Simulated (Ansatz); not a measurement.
The relaxed structure here is a generated cell of Rh: the first start was made by placing the elements on the sites of a structure type, and the end was not matched to a known phase here, so it may be hypothetical. Known forms of Rh include space group No. 225.

The end point of a relaxation of Rh. All values below come from PBEsol (plane waves to 420 eV, PAW, scalar-relativistic; Ansatz, a first-principles code).

```xyz
1
Lattice="2.6026 0.0000 0.0000 -1.3013 2.2540 0.0000 0.0000 0.0000 2.5054" Properties=species:S:1:pos:R:3 pbc="T T T"
Rh     0.0000     0.0000     1.2527
```

Q: Determine the symmetry and give the standard cell with its independent sites.

A: Space group P6/mmm (No. 191); a = 2.6026 Å, b = 2.6026 Å, c = 2.5054 Å, α = 90.00°, β = 90.00°, γ = 120.00°

```
atom  site  symmetry       x       y       z
----  ----  --------  ------  ------  ------
Rh      1b     6/mmm  0.0000  0.0000  0.5000
```

This is the AFLOW prototype A_hP1_191_a (A_f, as in Sn).

Q: Give the shortest distances between elements (the closest pairs, up to four, under 3.6 Å).

A: Rh–Rh 2.51 Å.

- Volume per atom = 14.70 Å³
- Band gap = zero (metallic)

No spin polarisation in the result.

The run could not lose the symmetry of its start: the end is stationary, and may be a saddle point rather than a minimum.

It was reached from a disturbed copy of a Pm-3m (No. 221) cell (AFLOW prototype A_cP1_221_a (A_h)), against which it lies -0.34 eV/atom.
